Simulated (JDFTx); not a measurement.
Al(100) slab cut from bulk Al (space group Fm-3m, indices of the conventional cell, lattice of the Materials Project entry mp-134, not re-optimised): 4 atoms in 4 planes, a 1x1 cell of 8.16 Å² (|a| = 2.856, |b| = 2.856 Å), 6.2 Å between the outermost planes, cell height 22.1 Å, 8×8×1 k mesh, Fermi smearing 0.01 Ha, no spin polarisation.

Level of theory: PBE, GBRV ultrasoft potentials, plane waves to 20/100 Ha; code: JDFTx (a modified build). Liquid: linear PCM (GLSSA13), water, 1 M NaCl. The neutral cell holds 12 valence electrons and has two faces of 8.156 Å² each. Last filling lines of the neutral and of a charged run (μ in hartree, zero in the bulk liquid):

```
FillingsUpdate:  mu: -0.147925170  nElectrons: 12.000000
FillingsUpdate:  mu: -0.122743000  nElectrons: 12.096732
```

Working it through: both potentials, by the convention U = −μ/e − 4.44 V vs SHE, the surface charge density and the mean capacitance.

U_pzc = 0.14793 × 27.2114 − 4.44 = -0.41 V; U = 0.12274 × 27.2114 − 4.44 = -1.10 V. The cell has 0.0967 excess electrons, a net charge of -0.0967 e, shared by two faces: σ = -0.0967 e / (2 × 8.156 Å²) = -0.00593 e/Å² = -9.5 μC/cm² (1 e/Å² = 1602.18 μC/cm²). C = σ/(U − U_pzc) = -9.5/-0.69 ≈ 14 μF/cm².
